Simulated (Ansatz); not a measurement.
Relaxed GaSb (zinc blende):

```yaml
crystal:
  lattice:
    - [0.00000, 6.13244, 6.13244]
    - [3.06622, 0.00000, 3.06622]
    - [3.06622, 3.06622, 0.00000]
  atoms:
    - { symbol: Sb, position: [0.37500, 0.75000, 0.75000] }
    - { symbol: Sb, position: [0.87500, 0.75000, 0.75000] }
    - { symbol: Ga, position: [0.00000, 0.00000, 0.00000] }
    - { symbol: Ga, position: [0.50000, 0.00000, 0.00000] }
```

In this cell atom 2 (Sb, nearest neighbour Ga at 2.655 Å; its periodic images, 4.3 Å or more away, move with it) is moved by s towards the nearest neighbour, unit vector (-0.577, -0.577, 0.577); all other atoms and the cell stay fixed.

All values below come from r2SCAN (plane waves to 500 eV, PAW, scalar-relativistic; Ansatz, a first-principles code). k mesh 11×11×11 (Γ-centred), Fermi-Dirac smearing 0.05 eV. Energies are smeared free energies. F∥ is the force on the atom along that direction. GaSb was relaxed with its symmetry unable to fall. Spin-orbit coupling is left out, though Sb is heavy. ΔE is measured from the undisplaced structure.

| s (Å) | ΔE (eV/cell) | F∥ (eV/Å) |
|---|---|---|
| -0.270 | 0.239 | 1.524 |
| -0.216 | [?] | 1.335 |
| -0.162 | 0.096 | 1.090 |
| -0.108 | 0.045 | [?] |
| -0.054 | [?] | 0.425 |
| 0.000 | 0.000 | 0.000 |
| 0.054 | [?] | -0.490 |
| 0.108 | 0.054 | -1.054 |
| 0.162 | 0.128 | -1.698 |
| 0.216 | 0.239 | -2.434 |
| 0.270 | 0.393 | [?] |

### Question
Fill in the missing entries.

### Answer

- -0.216, ΔE (eV/cell): 0.161
- -0.108, F∥ (eV/Å): 0.787
- -0.054, ΔE (eV/cell): 0.012
- 0.054, ΔE (eV/cell): 0.013
- 0.270, F∥ (eV/Å): -3.275

(For displaced atoms, the force is minus the slope of the energy, and its curvature is a force constant, which sets phonon frequencies.)
